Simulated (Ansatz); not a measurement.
TiSi$_{2}$:
```xyz
6
Lattice="1.7634 -6.7570 0.0000 1.7634 6.7570 0.0000 0.0000 0.0000 3.5652" Properties=species:S:1:pos:R:3 pbc="T T T"
Si     1.7634    -5.9682     2.6739
Si     1.7634     5.9682     0.8913
Si     1.7634     3.3753     2.6739
Si     1.7634    -3.3753     0.8913
Ti     1.7634    -1.3941     2.6739
Ti     1.7634     1.3941     0.8913
```

Relaxed with r²SCAN. Special points in fractions of this cell's reciprocal vectors: Γ (0.000, 0.000, 0.000); Y (-0.500, 0.500, 0.000); C0 (-0.267, 0.733, 0.000); Σ0 (0.267, 0.267, 0.000); Z (0.000, 0.000, 0.500); A0 (0.267, 0.267, 0.500); E0 (-0.267, 0.733, 0.500); T (-0.500, 0.500, 0.500); S (0.000, 0.500, 0.000); R (0.000, 0.500, 0.500).

List the band energies nearest the Fermi level at these points for the program Ansatz at the r²SCAN level (PAW).

In eV from the Fermi level; about four levels below and three above (degenerate sets whole), none deeper than 8.9 eV; points with the same levels are listed once.

```tsv
k	below	above
Γ	-2.68 -2.27 -2.22 -2.18	0.48 0.86 0.91
Y	-2.83 -2.63 -2.14 -1.22	0.39 0.69 0.79
C0	-1.20 -0.78 -0.76 -0.25	1.29 1.45 1.79
Z	-1.70 -1.70 -0.06 -0.06	0.89 0.89 1.52 1.52
A0	-3.64 -3.64 -2.55 -2.55	1.98 1.98 2.14 2.14
T	-2.20 -2.20 -0.94 -0.94	0.58 0.58 1.88 1.88
S	-1.58 -0.66 -0.63 -0.56	1.30 1.64 1.87
R	-3.48 -3.48 -2.63 -2.63	1.93 1.93 2.14 2.14
```

Space group Cmcm. Symmetry was held in the r²SCAN relaxation. The run is not spin-polarised.

Potentials: the later of the program's two PAW sets.
